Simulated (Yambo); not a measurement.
Material: KI (rock salt, space group Fm-3m, No. 225) under isotropic strain of -3 % on all lattice vectors; a = 4.804 Å, b = 4.804 Å, c = 4.804 Å, α = 60.00°, β = 60.00°, γ = 60.00° (2 atoms in the cell). The PBEsol cell relaxed from Materials Project entry mp-22898 was given an isotropic strain of -3 % on all lattice vectors, and the atoms were relaxed again.

With norm-conserving PBEsol (Quantum ESPRESSO, 74 Ry, no spin-orbit coupling), the gap between the mesh's edge points (Γ → Γ) is 4.087 eV.

**Question.** What does a G0W0 run in Yambo give for it (4×4×4 Γ-centred k mesh, 193 bands and a 10 Ry block in the screening, 193 bands in G with the Bruneval-Gonze terminator, plasmon pole fitted at 27.2 eV)?

**Answer.** The correction is 2.259 eV, giving 6.346 eV, 1.6 times the PBEsol value.  Convergence of the G0W0 settings was not tested. Spin-orbit coupling is left out, which matters for elements this heavy: edges can move by tenths of an eV.
